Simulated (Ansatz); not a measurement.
KF:
```cif
data_FK
_chemical_formula_sum 'K1 F1'
_space_group_name_H-M_alt 'P 1'
_space_group_IT_number 1
_cell_length_a 3.76101
_cell_length_b 3.76101
_cell_length_c 3.76101
_cell_angle_alpha 60.000
_cell_angle_beta 60.000
_cell_angle_gamma 60.000
loop_
_space_group_symop_operation_xyz
  'x, y, z'
loop_
_atom_site_label
_atom_site_type_symbol
_atom_site_fract_x
_atom_site_fract_y
_atom_site_fract_z
_atom_site_occupancy
K1 K 0.00000 0.00000 0.00000 1
F1 F 0.50000 0.50000 0.50000 1
```

Relaxed with r²SCAN. 

Question: HSE06 on this cell (Ansatz, a quantum-chemistry and plane-wave program, PAW) gives a gap of 8.26 eV. What does r²SCAN give?

Answer: 6.91 eV.

Cost on shared cores: the r²SCAN run (SCF on a 9×9×9 mesh, then bands and DOS) about 19 core-seconds (a rough figure), the HSE06 run (SCF on 7×7×7, then a few points) very roughly 100 core-seconds; the tasks are unlike.

Space group Fm-3m (rock salt). The cell was relaxed with r²SCAN under the symmetry of its start.

Potentials: the earlier of the program's two PAW sets. The files were generated under PBE; for other functionals the program regenerates the frozen cores, and for LDA and PBEsol the local potential too.

Ansatz is a plane-wave DFT program.
